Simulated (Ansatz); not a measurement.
Clean, relaxed (111) surface of Ta, space group Im-3m (No. 229) (top face towards +c; atoms held fixed, by place in the list: 1, 2, 3, 4):

```
CELL_PARAMETERS angstrom
4.63936 0.00000 0.00000
-2.31968 4.01780 0.00000
0.00000 0.00000 23.62903
ATOMIC_POSITIONS crystal
Ta 0.66667 0.33333 0.35973
Ta 0.33333 0.66667 0.39980
Ta 0.00000 0.00000 0.43988
Ta 0.66667 0.33333 0.47996
Ta 0.33333 0.66667 0.51569
Ta 0.00000 0.00000 0.56283
Ta 0.66667 0.33333 0.59753
Ta 0.33333 0.66667 0.62575
```

All numbers below come from Ansatz, DFT PBEsol, scalar-relativistic, plane waves, PAW. Plane waves to 420 eV, a k mesh through Γ of 6×6×1 on the computed 8-atom cell and Gaussian smearing (0.10 eV); no spin polarisation. The cell repeats along c with a dipole correction in the vacuum.

CH4 is put at the bridge (Ta-Ta) at (0.00, 0.50) site, one adsorbate per 18.6 Å², and relaxed. E_ads counts from the clean slab and the free adsorbate (spin-polarised where it has unpaired electrons); negative means bound. Heights count from the highest slab atom after relaxation. Bonded neighbours lie within 1.25 times the sum of covalent radii (1.35 for H) and, on that scale, within 12 % of the closest. With the adsorbate the cell is lengthened along c to keep the vacuum.

Q: How strongly does it bind, and where does its anchoring atom end?

A: -0.19 eV; at (0.10, 0.59), 1 bonded neighbour (Ta).

Q: How high does its anchoring atom sit over the highest slab atom, and what is the shortest contact with the surface?

A: 2.14 Å; H–Ta 2.34 Å.

Q: The clean face has a work function of 3.90 eV. How does the adsorbate change it?

A: By -1.67 eV.

Q: Does the adsorbate stay in one piece?

A: Yes.

Each end is the local minimum or symmetric point that its start leads to. The slab is only 6.6 Å thick, so the energies aren't converged with thickness.